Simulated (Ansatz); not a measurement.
# Calculated electric field gradients for B₅H₉

The cell is a structure deposited in the COD, ions relaxed with PBE at fixed cell.

```cif
data_structure
_symmetry_space_group_name_H-M 'P 1'
_symmetry_Int_Tables_number 1
_cell_length_a 5.7331
_cell_length_b 5.7331
_cell_length_c 5.7331
_cell_angle_alpha 102.718
_cell_angle_beta 102.718
_cell_angle_gamma 124.035
_cell_volume 137.90
loop_
_atom_site_label
_atom_site_type_symbol
_atom_site_fract_x
_atom_site_fract_y
_atom_site_fract_z
_atom_site_occupancy
B1 B 0.77144 0.77144 0.00000 1
B2 B 0.98091 0.15718 0.17628 1
B3 B 0.80463 0.98091 0.82372 1
B4 B 0.98091 0.80463 0.82372 1
B5 B 0.15718 0.98091 0.17628 1
H6 H 0.95573 0.29692 0.34119 1
H7 H 0.61454 0.95573 0.65881 1
H8 H 0.95573 0.61454 0.65881 1
H9 H 0.29692 0.95573 0.34119 1
H10 H 0.55047 0.55047 0.00000 1
H11 H 0.01508 0.28219 0.00000 1
H12 H 0.01508 0.01508 0.73289 1
H13 H 0.28219 0.01508 0.00000 1
H14 H 0.28219 0.28219 0.26711 1
```

Atoms are numbered from 1 in the order listed; like atoms form one site, named after its first atom.

All values are calculated (Ansatz; DFT, PBE, plane waves and PAW, scalar-relativistic, 420 eV cutoff, Γ-centred 7×7×7 k-points, Fermi–Dirac smearing 0.05 eV), not measured.

C_Q = eQV_zz/h, which is 24.18 MHz for Q = 1 b and V_zz = 10²¹ V/m²; η = (V_xx − V_yy)/V_zz.

B-11: I = 3/2, Q = 40.59 mb; ²H: I = 1, Q = 2.858 mb. Nuclear quadrupole moments: year-2017 set (Pyykkö).

Question: Which values are expected at the nuclei?

Answer: 

```tsv
site	atoms (order as listed)	first shell	V_zz (10²¹ V/m²)	η	C_Q (MHz)
B1	1	1 H at 1.19 Å, 4 B at 1.69 Å	-0.46	0.00	-0.456
B2	2, 3, 4, 5	3 H at 1.19–1.35 Å, 3 B at 1.69–1.78 Å	-1.90	0.50	-1.87
H6	6, 7, 8, 9	1 B at 1.19 Å	2.02	0.05	0.139
H10	10	1 B at 1.19 Å	2.12	0.00	0.146
H11	11, 12, 13, 14	2 B at 1.35 Å, angle 83°	-0.95	0.06	-0.066
```

An axis of threefold or higher order runs through B1 and H10, so V_zz lies along it and η is zero. At H6 V_zz points along its bond to B (within 1°). At H11 V_zz stands upright on the plane of its two bonds (within 2°).

The relaxation (5 steps) took 61 s of wall time (61 s of CPU time) and 0.42 GiB at its peak, on 1 thread of Arm Neoverse V1 (aarch64; 8 cores open to the job, memory cap 2.5 GiB, no GPU), a shared host with a load of 0.3 a core.
